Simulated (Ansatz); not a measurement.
SiC (zinc blende)

```yaml
crystal:
  lattice:
    - [0.00000, 2.18988, 2.18988]
    - [2.18988, 0.00000, 2.18988]
    - [2.18988, 2.18988, 0.00000]
  atoms:
    - { symbol: C, position: [0.75000, 0.75000, 0.75000] }
    - { symbol: Si, position: [0.00000, 0.00000, 0.00000] }
```

Two-dimensional scan of atom 1 (C, nearest neighbour Si at 1.896 Å; its periodic images, 3.1 Å or more away, move with it): u runs along (0.707, 0.707, 0.000), v along (0.000, 0.000, 1.000) (Cartesian). Cell and other atoms are fixed.

Computed with PBE (plane waves to 420 eV, PAW, scalar-relativistic; Ansatz, a quantum-chemistry and plane-wave program). k mesh 10×10×10 (Γ-centred), Fermi-Dirac smearing 0.05 eV. The energy includes the smearing's −TS. SiC was relaxed with its symmetry unable to fall. ΔE is measured from the undisplaced structure. Axes are in Å.

### Question
Estimate the ΔE (meV/cell) for all points of the grid u = -0.280, -0.140, 0.000, 0.140, 0.280 by v = -0.280, -0.140, 0.000, 0.140, 0.280.

### Answer
ΔE (meV/cell), with u across and v down:

```csv
v \ u,-0.280,-0.140,0.000,0.140,0.280
-0.280,844,727,692,727,844
-0.140,595,281,180,281,595
0.000,749,183,0,183,749
0.140,1357,466,180,466,1357
0.280,2414,1106,692,1106,2414
```

(For displaced atoms, the force is minus the slope of the energy, and its curvature is a force constant, which sets phonon frequencies.)
